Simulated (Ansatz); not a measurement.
TiAl (P4/mmm) as a metal

```
CELL_PARAMETERS angstrom
2.79956 0.00000 0.00000
0.00000 2.79956 0.00000
0.00000 0.00000 4.02917
ATOMIC_POSITIONS crystal
Ti 0.00000 0.00000 0.00000
Al 0.50000 0.50000 0.50000
```

Conventional cell: a = 2.800 Å, b = 2.800 Å, c = 4.029 Å, α = 90.00°, β = 90.00°, γ = 90.00°. Ti (atom 1) has 4 Ti at 2.80 Å and 8 Al at 2.82 Å as nearest neighbours. Around Al (atom 2) lie 4 Al at 2.80 Å and 8 Ti at 2.82 Å.

Level of theory, where no other is named: PBEsol, all-electron LAPW in Ansatz 0.2.0, scalar-relativistic. k mesh 12×12×8, fine mesh 20×20×16, Fermi-Dirac smearing of 0.100 eV, basis error target 1 meV/atom. The cell was relaxed by PAW under this functional.

Levels and slopes are solved on a 20×20×16 mesh, and each state is taken as quadratic over its cell.

Task: What is the density of states at the Fermi level, and which bare Sommerfeld coefficient follows?

Result: N(E_F) = 0.868 states/eV/atom (both spins), so γ = (π²/3) k_B² N(E_F) = 2.05 mJ/(mol-atom K²) without electron-phonon or spin-fluctuation enhancement.

Task: What Drude plasma energy and σ/τ do the band velocities give?

Result: (ħω_p,α)² = (e²/ε₀VN_k) Σ_nkσ (∂E/∂k_α)² δ(E − E_F) gives ħω_p = (5.11, 5.11, 4.57) eV along x, y, z, and σ/τ = ε₀ω_p² = 5.33×10²⁰ Ω⁻¹m⁻¹s⁻¹ along x. Weighted by the density of states, the mean Fermi speed is 0.391×10⁶ m/s; the surface has an area of 17.6 Å⁻² for each spin direction.

Task: Which bands cross the Fermi level, and what do they carry?

Result: 

```tsv
band	filled part	N (states/eV/cell)	speed (10⁶ m/s)	5th to 95th percentile	area (Å⁻²)	filling
1	1.00	0.0567	0.392	0.19 to 0.70	0.575	nearly full
2	0.50	1.62	0.39	0.22 to 0.63	16.4	partly filled
3	0.00	0.0523	0.43	0.23 to 0.75	0.581	nearly empty
4	0.00	0.00276	0.733	0.64 to 0.80	0.0523	nearly empty
```

Task: Map the plane k₃ = 0 of the mesh: how many bands lie under the Fermi level at each point, counted from the least on the plane?

Result: k₁ runs to the right and k₂ upwards, each from −½ to ½ with 0 in the middle (the axes needn't be at right angles):
```
22211000111110001122
22211001111111001122
11111111111111111111
01111111111111111111
00011111111111111100
00011111111111111100
00111111111111111110
11111111111111111111
11111111111111111111
11111111111111111111
11111111111111111111
11111111111111111111
00111111111111111110
00011111111111111100
00011111111111111100
01111111111111111111
11111111111111111111
22211001111111001122
22211000111110001122
32210000111110000122
```

Task: On PAW files the program sums the optical response inside the mesh cells, interband lines and its own Drude term. Where does ε₁ rise through zero (a sharp plasmon if ε₂ is small there), and how much light is reflected?

Result: 

```json
{
 "Fine mesh": "20, 20, 16",
 "Window top": "30 eV",
 "Line width": "0.25 eV",
 "Drude damping": "0.05 eV",
 "ε₁ rises through zero at x": "1.61, 4.07, 16.32 eV",
 "ε₂ there x": "19.59, 8.38, 0.17",
 "ε₁ rises through zero at z": "3.84, 15.42 eV",
 "ε₂ there z": "6.39, 0.24",
 "Plasma energy (x, y, z)": "5.043, 5.043, 4.68 eV",
 "Reflectivity at 1 eV, x-polarised": "0.6687",
 "Reflectivity at 2 eV, x-polarised": "0.5027",
 "Reflectivity at 3 eV, x-polarised": "0.4876"
}
```

The plasma energy here is the program's own sum at the run's smearing; it differs from the value above by up to 2 %, through mesh and smearing.

Task: What does PAW give for the same cell?

Result: N(E_F) = 0.869 states/eV/atom and ħω_p,x = 5.11 eV.

Keep in mind: these sums move with the mesh, by several per cent and more for small sheets; frozen-core PAW files fitted under PBE, their cores solved anew for the functional of the run.
